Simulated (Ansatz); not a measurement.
# Ansatz run, Li$_{6}$GaSi$_{2}$

input.yaml (Ansatz 0.2.0)

```yaml
crystal:
  lattice:
    - [3.361831, 5.82286, 0.0]
    - [-3.361831, 5.82286, 0.0]
    - [0.0, 0.0, 3.299512]
  atoms:
    - { symbol: Si, position: [0.3333, 0.3334, 0.5] }
    - { symbol: Si, position: [0.6667, 0.6666, 0.5] }
    - { symbol: Li, position: [0.5996, 0.4004, 0.0] }
    - { symbol: Li, position: [0.4004, 0.0, 0.0] }
    - { symbol: Li, position: [0.0, 0.5996, 0.0] }
    - { symbol: Li, position: [0.2418, 0.7582, 0.5] }
    - { symbol: Li, position: [0.7582, 0.0, 0.5] }
    - { symbol: Li, position: [0.0, 0.2418, 0.5] }
    - { symbol: Ga, position: [0.0, 0.0, 0.0] }
  symmetry: { tolerance: 0.0003 }
kpoints:
  mp_grid: { grid: [6, 6, 10], shift: [0, 0, 0] }
  band_path:
    path:
      - [0.0, 0.0, 0.0]
      - [0.49999997, 0.50000001, 0.0]
      - [0.33333331, 0.66666671, 0.0]
      - [0.0, 0.0, 0.0]
      - [0.0, 0.0, 0.5]
      - [0.49999997, 0.50000001, 0.5]
      - [0.33333331, 0.66666671, 0.5]
      - [0.0, 0.0, 0.5]
      - [0.49999997, 0.50000001, 0.5]
      - [0.49999997, 0.50000001, 0.0]
      - [0.33333331, 0.66666671, 0.5]
    npoints: 6
magnetization:
  spin_polarized: false
scf:
  occupations: { method: fermi_dirac, width: 0.111 }
  lower_state_search: "off"
  max_iter: 200
hamiltonian:
  pseudopotentials: { kind: paw }
  xc: pbe
basis:
  ecutwfc: 420
  fft_grid_basis: typed
output:
  forces: true
  stress: true
  eigenvalues: true
  bader: true
  populations: true
  elf: true
  write_potential: true
  volumetric_format: npy
  dos:
    e_range: [-12, 8]
    de: 0.05
    projected: { site_lists: { Ga: [Ga], Li: [Li], Si: [Si] } }
checkpoint:
  read: saved_state
```

The saved state is an earlier solution for the same cell, perhaps on another mesh. 

Parts of the output:

```
Free energy (F): -6282.4264 eV
Harris-Foulkes:  -6282.4264 eV  (|F-HF|=1.73e-9)
Internal energy: -6282.2720 eV  (E = F + TS)
E sigma→0 (E₀):  -6282.3492 eV
Entropy (-TS):   -0.1544 eV (-17.152 meV/atom)
Fermi energy:    4.7907 eV
--- Per-component energies (eV) ---
  E_band       = -563.8400
  E_kinetic    = 331.0408
  E_local      = -3306.6295  (includes V_loc(G=0)·N_el)
  E_nonlocal   = 273.4229
  E_hartree    = 1427.5733
  E_xc         = -246.1135
  E_vxc        = -237.0758  (∫ρ·V_xc dr)
  E_paw        = -3133.0056  (= ΣΔE_a)
  E_vpaw       = -479.7432  (= ΣTr[D̂ρ^β])
  E_aug_tail   = 0.0000  (compensation charges beyond the density's cutoff)
  E_ewald      = -1628.5604
  E_smearing   = -0.1544  (= −TS)
--- Stress (GPa, compression-positive) ---
        6.8667       0.0000       0.0000
        0.0000       6.8667       0.0000
        0.0000       0.0000       4.8213
  P = ⅓ Tr σ = 6.1849 GPa (61.849 kbar)
--- Löwdin populations: 9 sites ---
  site symbol       q [e]
     0     Si      4.9405
     1     Si      4.9405
     2     Li      2.3582
     3     Li      2.3582
     4     Li      2.3582
     5     Li      2.3538
     6     Li      2.3538
     7     Li      2.3538
     8     Ga     14.4579
  spilling = 0.0135 (of n_electrons = 39.0000)
--- Bader charges: 9 sites ---
  site symbol  charge [e]  shift [e]
     0     Si     -1.5732     0.0018
     1     Si     -1.5732     0.0018
     2     Li      0.8202     0.0010
     3     Li      0.8202     0.0010
     4     Li      0.8202     0.0010
     5     Li      0.7958     0.0011
     6     Li      0.7958     0.0011
     7     Li      0.7958     0.0011
     8     Ga     -1.7015     0.0025
```

Origin: a known structure type with other elements, at an estimated volume, so it need not be a known compound.
